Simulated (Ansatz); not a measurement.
NbRu:
```cif
data_NbRu
_chemical_formula_sum 'Ru1 Nb1'
_space_group_name_H-M_alt 'P4/mmm'
_space_group_IT_number 123
_space_group_name_Hall '-P 4 2'
_cell_length_a 3.04712
_cell_length_b 3.04712
_cell_length_c 3.39715
_cell_angle_alpha 90.000
_cell_angle_beta 90.000
_cell_angle_gamma 90.000
loop_
_atom_site_label
_atom_site_type_symbol
_atom_site_symmetry_multiplicity
_atom_site_Wyckoff_symbol
_atom_site_fract_x
_atom_site_fract_y
_atom_site_fract_z
_atom_site_occupancy
Ru1 Ru 1 d 0.50000 0.50000 0.50000 1
Nb1 Nb 1 a 0.00000 0.00000 0.00000 1
```

Relaxed with r²SCAN.

Task: Tabulate the valence density and the electron localisation function along the shortest Ru–Nb contact (2.74 Å), r²SCAN in the plane-wave PAW code Ansatz.

Result: 

| distance from Ru (Å) | density (e/Å³) | ELF |
|---|---|---|
| 0.27 | 9.42 | 0.48 |
| 0.41 | 8.01 | 0.65 |
| 0.55 | 5.79 | 0.70 |
| 0.69 | 3.48 | 0.65 |
| 0.82 | 1.77 | 0.52 |
| 0.96 | 0.89 | 0.38 |
| 1.10 | 0.55 | 0.31 |
| 1.23 | 0.40 | 0.30 |
| 1.37 | 0.35 | 0.27 |
| 1.51 | 0.35 | 0.20 |
| 1.65 | 0.45 | 0.20 |
| 1.78 | 0.74 | 0.33 |
| 1.92 | 1.42 | 0.58 |
| 2.06 | 2.58 | 0.75 |
| 2.19 | 3.99 | 0.78 |
| 2.33 | 5.01 | 0.70 |
| 2.47 | 5.11 | 0.45 |

The density is the valence pseudo-density with augmentation charge, so density and ELF within about 1 Å of a nucleus are not all-electron values.

The workflow started from an entry of the Crystallography Open Database (COD), which files this formula under 2 space groups. Its standing as an ambient phase is unchecked. The r²SCAN relaxation kept the symmetry of its start; whether a distortion lowers the energy is not shown. No spin polarisation was allowed.

Potentials: the later of the program's two PAW sets.
